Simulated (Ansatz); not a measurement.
Input file for Ansatz (an electronic-structure program):

Ansatz 0.2 input:
```yaml
crystal:
  lattice:
    - [0.0, 2.040824254, 2.040824254]
    - [2.040824254, 0.0, 2.040824254]
    - [2.040824254, 2.040824254, 0.0]
  atoms:
    - { symbol: Au, position: [0.0, 0.0, 0.0] }
kpoints:
  mp_grid: { grid: [13, 13, 13] }
  band_path:
    path:
      - [[0.0, 0.0, 0.0], [0.5, 0.0, 0.5], [0.625, 0.25, 0.625]]  # Γ-X-U
      - [[0.375, 0.375, 0.75], [0.0, 0.0, 0.0], [0.5, 0.5, 0.5], [0.5, 0.25, 0.75], [0.5, 0.0, 0.5]]  # K-Γ-L-W-X
    npoints: 12
basis: { xc_grid: 2 }
hamiltonian:
  xc: pbesol
  pseudopotentials: { azcp: { folder: ./paw }, kind: paw_fr }
magnetization: { noncollinear: true, spin_orbit: true }
scf:
  n_extra_bands: 13
  convergence: { dr2_threshold: 0.0000000001 }
  occupations: { method: gaussian, width: 0.05 }
output: { eigenvalues: true }
```

Output (shortened):

```
Pseudopotential: Au, paw, valence charge 19
Functional definition: PBEsol
non-collinear run that drives no moment, with spin-orbit …
Crystal: 1 atoms, lattice volume = 17.000 Å³
Basis set: ecut = 420 eV, 331 PW (Γ), exchange–correlation on 40×40×40 points (8 copies of the dense FFT grid, shifted against one another)
Bands: 32, of which v1, the nominal top of the filled ones, is band 19 counted from 1 (18 counted from 0)
Symmetry: 48 space group operations + 48 with time reversal
k-points: 84 of 2197
Projection manifold: j_resolved (fully-relativistic pseudo-atomic orbitals)
SCF iter   1: F=—  HF=-13046.074612 eV  |F-HF|=—  |Δ(HF+E_count)|=         —  Δρ=8.34e-2  dr2=1.30e0  dr2_m=0.00e0 (ungated)  ethr=3.10e-3  |M|=0.00e0 ∫|m|=0.00e0 μB  |m|>n=0.0e0 m-floor=0.0e0 τ_xc=0.0e0  β_m=0.30  ⟨swp⟩=5.5  Hψ=5886  notcnv=0  defer=150
preconditioner: auto → none
SCF iter   2: F=—  HF=-13045.844971 eV  |F-HF|=—  |Δ(HF+E_count)|=   2.30e-1  Δρ=5.48e-2  dr2=5.69e-1  dr2_m=0.00e0 (ungated)  ethr=3.10e-3  |M|=0.00e0 ∫|m|=0.00e0 μB  |m|>n=0.0e0 m-floor=0.0e0 τ_xc=0.0e0  β_m=0.57  ⟨swp⟩=2.0  Hψ=1951  notcnv=0  defer=518
SCF iter   3: F=—  HF=-13045.666508 eV  |F-HF|=—  |Δ(HF+E_count)|=   1.78e-1  Δρ=7.58e-3  dr2=4.00e-3  dr2_m=0.00e0 (ungated)  ethr=3.00e-3  |M|=0.00e0 ∫|m|=0.00e0 μB  |m|>n=0.0e0 m-floor=0.0e0 τ_xc=0.0e0  β_m=0.76  ⟨swp⟩=2.0  Hψ=1788  notcnv=0  defer=518
SCF iter   4: F=—  HF=-13045.668683 eV  |F-HF|=—  |Δ(HF+E_count)|=   2.18e-3  Δρ=4.39e-4  dr2=1.85e-5  dr2_m=0.00e0 (ungated)  ethr=2.10e-5  |M|=0.00e0 ∫|m|=0.00e0 μB  |m|>n=0.0e0 m-floor=0.0e0 τ_xc=0.0e0  β_m=0.87  ⟨swp⟩=2.1  Hψ=2644  notcnv=0  defer=518
SCF iter   5: F=—  HF=-13045.668694 eV  |F-HF|=—  |Δ(HF+E_count)|=   1.10e-5  Δρ=2.47e-4  dr2=9.51e-6  dr2_m=0.00e0 (ungated)  ethr=9.74e-8  |M|=0.00e0 ∫|m|=0.00e0 μB  |m|>n=0.0e0 m-floor=0.0e0 τ_xc=0.0e0  β_m=0.87  ⟨swp⟩=2.1  Hψ=1862  notcnv=0  defer=518
SCF iter   6: F=—  HF=-13045.668690 eV  |F-HF|=—  |Δ(HF+E_count)|=   4.89e-6  Δρ=8.24e-5  dr2=1.07e-6  dr2_m=0.00e0 (ungated)  ethr=5.01e-8  |M|=0.00e0 ∫|m|=0.00e0 μB  |m|>n=0.0e0 m-floor=0.0e0 τ_xc=0.0e0  β_m=0.94  ⟨swp⟩=2.3  Hψ=1551  notcnv=0  defer=518
SCF iter   7: F=—  HF=-13045.668685 eV  |F-HF|=—  |Δ(HF+E_count)|=   4.85e-6  Δρ=1.85e-5  dr2=5.42e-8  dr2_m=0.00e0 (ungated)  ethr=5.64e-9  |M|=0.00e0 ∫|m|=0.00e0 μB  |m|>n=0.0e0 m-floor=0.0e0 τ_xc=0.0e0  β_m=0.97  ⟨swp⟩=2.6  Hψ=1656  notcnv=0  defer=518
SCF iter   8: F=—  HF=-13045.668685 eV  |F-HF|=—  |Δ(HF+E_count)|=   1.22e-8  Δρ=2.15e-6  dr2=7.25e-10  dr2_m=0.00e0 (ungated)  ethr=2.85e-10  |M|=0.00e0 ∫|m|=0.00e0 μB  |m|>n=0.0e0 m-floor=0.0e0 τ_xc=0.0e0  β_m=0.98  ⟨swp⟩=2.5  Hψ=1649  notcnv=0  defer=518
SCF iter   9: F=-13045.668685 eV  HF=-13045.668685 eV  |F-HF|=1.09e-11  |Δ(HF+E_count)|=  1.76e-10  Δρ=1.35e-7  dr2=2.28e-12  dr2_m=0.00e0 (ungated)  ethr=1.00e-12  |M|=0.00e0 ∫|m|=0.00e0 μB  |m|>n=0.0e0 m-floor=0.0e0 τ_xc=0.0e0  ⟨swp⟩=8.4  Hψ=5247  notcnv=0
SCF 1 converged in 9 iterations: F = -13045.668685 eV  dr2 = 2.28e-12
NSCF: frozen V_eff on 74 k-points
SCF converged after 9 iterations
Magnetization: |M| = 0.0000 μB,  M = (+0.0000, +0.0000, +0.0000) μB
Absolute magnetization: 0.0000 μB (∫|m|)
  site 0: m = (+0.0000, +0.0000, +0.0000) μB, |m| = 0.0000 μB  (R = 1.19 Å)
Free energy (F): -13045.668685 eV
Harris-Foulkes:  -13045.668685 eV  (|F-HF|=1.09e-11)
Internal energy: -13045.668174 eV  (E = F + TS)
E sigma→0 (E₀):  -13045.668430 eV
Entropy (-TS):   -0.000510 eV (-0.510 meV/atom)
Fermi energy:    20.557316 eV
--- Per-component energies (eV) ---
  E_band       = -217.572224
  E_kinetic    = 573.309669
  E_local      = -1694.748903  (includes V_loc(G=0)·N_el)
  E_nonlocal   = 96.650444
  E_hartree    = 730.605329
  E_xc         = -212.725595
  E_vxc        = -259.295690  (∫ρ·V_xc dr)
  E_paw        = -9619.499814  (= ΣΔE_a)
  E_vpaw       = -394.699560  (= ΣTr[D̂ρ^β])
  E_aug_tail   = 0.001240  (compensation charges beyond the density's cutoff)
  E_ewald      = -2919.575287
  E_core_change = 0.314743  (= ΣΔE_core)
  E_smearing   = -0.000510  (= −TS)
  E_closure    =  0.000000  (closes the sum)
  Σ components = -13045.668685   (vs F -13045.668685, Δ=0.00e0)
  [band-id]    e_kinetic+e_local+e_nonlocal+2·e_hartree+e_vxc+e_vpaw+e_augmentation_tail = -217.572142   (vs E_band -217.572224, Δ=8.17e-5)
--- Band table (eV; the first three rows and the last of 84) ---
  k-point 0: bands = ["-84.9718", "-84.9718", "-48.6021", "-48.6021", "-31.9164", "-31.9164", "-31.9164", "-31.9164", "10.5021", "10.5021", "15.1418", "15.1418", "15.1418", "15.1418", "16.3369", "16.3369", "17.5679", "17.5679", "17.5679", "17.5679", …
  k-point 1: bands = ["-84.9711", "-84.9711", "-48.6046", "-48.6046", "-31.9289", "-31.9289", "-31.9190", "-31.9190", "10.7078", "10.7078", "15.1415", "15.1415", "15.1739", "15.1739", "16.3690", "16.3690", "17.5027", "17.5027", "17.5799", "17.5799", …
  k-point 2: bands = ["-84.9692", "-84.9692", "-48.6116", "-48.6116", "-31.9634", "-31.9634", "-31.9261", "-31.9261", "11.2894", "11.2894", "15.1290", "15.1290", "15.2344", "15.2344", "16.5015", "16.5015", "17.3533", "17.3533", "17.6568", "17.6568", …
  k-point 83: bands = ["-84.9559", "-84.9559", "-48.6601", "-48.6601", "-32.1171", "-32.1171", "-32.0569", "-32.0569", "14.2822", "14.2822", "14.7698", "14.7698", "15.4726", "15.4726", "17.3566", "17.3566", "18.8450", "18.8450", "24.4735", "24.4735", …
```

Cost: roughly 7 core-seconds on shared cores.

Space group Fm-3m (fcc (Cu type)). Symmetry was held in the PBEsol relaxation.

Potentials: the earlier of the program's two PAW sets. The files were generated under PBE; for other functionals the program regenerates the frozen cores, and for LDA and PBEsol the local potential too.

Ansatz is a plane-wave DFT program.
